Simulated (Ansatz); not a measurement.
### Question
Name crystals whose computed values (r²SCAN (plane waves, PAW; program Ansatz)) fall in these windows: HSE06 gap (eV) 1.8 to 2.6; B₀ by P(V) fit (GPa) 18 to 25; gap (eV) 1.8 to 2.2.

### Answer


```tsv
crystal	HSE06 gap (eV)	B₀ by P(V) fit (GPa)	gap (eV)
CsPbBr3, cubic perovskite	2.22	21.0	2.03
```
Others may fit too.

Not the usual ambient phase: CsPbBr3, cubic perovskite. The cell was relaxed under the symmetry of its start. Scalar-relativistic: spin–orbit coupling is off unless named, which matters more the heavier the elements.

Potentials: the later of the program's two PAW sets.
